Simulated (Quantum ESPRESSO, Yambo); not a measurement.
Si (diamond, space group Fd-3m, No. 227) under isotropic strain (on all lattice vectors), counted from the cell relaxed with PBEsol, atoms relaxed at each step. PBEsol (Quantum ESPRESSO, PseudoDojo norm-conserving, 36 Ry, scalar-relativistic); G0W0 in Yambo (4×4×4 Γ-centred k mesh, 148 bands and a 14 Ry block in the screening, 148 bands in G with the Bruneval-Gonze terminator, plasmon pole fitted at 27.2 eV).

| strain s (%) | PBEsol direct gap at Γ (eV) | G0W0 direct gap at Γ (eV) |
|---|---|---|
| -3 | 2.544 | 3.292 |
| -1.5 | ? | ? |
| -0.7 | 2.521 | 3.260 |
| 0 | 2.513 | 3.244 |
| +1 | 2.500 | 3.224 |

Question: Fit a parabola in s to each column by least squares and predict the withheld row.

Answer: PBEsol: E = 2.513 − 0.0122 s − 0.0006 s² (largest residual 0 meV), giving 2.530 eV at s = -1.5; the run gave 2.530 eV, a miss of 0 meV. G0W0: E = 3.245 − 0.0203 s − 0.0016 s² (largest residual 1 meV), giving 3.272 eV at s = -1.5; the run gave 3.272 eV, a miss of 0 meV. The GW settings are held fixed; their convergence isn't established. The screening block changes size along the series (259 vectors at -3 %, 283 vectors at -1.5 %, 283 vectors at -0.7 %, 283 vectors at +0 %, 283 vectors at +1 %), which puts steps into the G0W0 values.
